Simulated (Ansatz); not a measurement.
WC:
```
CELL_PARAMETERS angstrom
      4.20438     0.00000     0.00000
      0.00000     4.20438     0.00000
      0.00000     0.00000     4.20438
ATOMIC_POSITIONS crystal
  W  0.00000 0.50000 0.50000
  W  0.50000 0.00000 0.50000
  W  0.50000 0.50000 0.00000
  C  0.50000 0.00000 0.00000
  C  0.00000 0.50000 0.00000
  C  0.00000 0.00000 0.50000
```

Relaxed with r²SCAN. Special points in fractions of this cell's reciprocal vectors: Γ (0.000, 0.000, 0.000); X (0.000, 0.500, 0.000); M (0.500, 0.500, 0.000); R (0.500, 0.500, 0.500).

Q: List the band energies nearest the Fermi level at these points for the program Ansatz at the r²SCAN with spin–orbit coupling level (PAW).

A: In eV from the Fermi level; about four levels below and three above (degenerate sets whole), none deeper than 8.9 eV; points with the same levels are listed once.

```tsv
k	below	above
Γ	-0.42 -0.42 -0.42 -0.42	0.02 0.02 0.73 0.73 0.73 0.73
X	-0.89 -0.89 -0.11 -0.11	0.07 0.07 0.52 0.52
M	-1.13 -1.13 -0.71 -0.71	1.71 1.71 1.98 1.98
R	-0.33 -0.33 -0.33 -0.33	0.02 0.02 3.47 3.47
```

Space group Pm-3m. The start of the workflow was typed in or built on a structure type; neither database checked (COD, Materials Project) lists it. It is not the phase usual at ambient conditions (space group No. 187). Symmetry was held in the r²SCAN relaxation; whether a distortion lowers the energy is not shown. No spin polarisation was allowed. Its formation energy is positive at this level, so the cell may be metastable or incomplete.

Potentials: the earlier of the program's two PAW sets.
